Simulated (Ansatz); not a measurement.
Ti₂Cd:
```
CELL_PARAMETERS angstrom
     -1.42026     1.42026     6.75419
      1.42026    -1.42026     6.75419
      1.42026     1.42026    -6.75419
ATOMIC_POSITIONS crystal
  Ti 0.67723 0.67723 0.00000
  Ti 0.32277 0.32277 0.00000
  Cd 0.00000 0.00000 0.00000
```

This is the r²SCAN-relaxed structure.

Q: All from r²SCAN in the plane-wave PAW code Ansatz, unless another level is named. Predict the formation energy from the elements (no fitted shifts).

A: -0.085 eV/atom.

Q: Predict the density of states at the Fermi level.

A: 0.56 states/eV per atom (mean over ±0.08 eV).

Space group I4/mmm (MoSi2 or CaC2 type). The first step of the workflow began from a Materials Project structure, measured or hypothetical; the Crystallography Open Database files this formula in space group No. 139, but the cells were not matched. Whether it is the stable phase at ambient conditions was not checked. Symmetry was held in the r²SCAN relaxation; its stability against distortions is not shown here. No spin polarisation was allowed. The references are the lowest solids computed at this level, not always the standard phases. Spin–orbit coupling is left out wherever it is not named.

Potentials: the later of the program's two PAW sets.
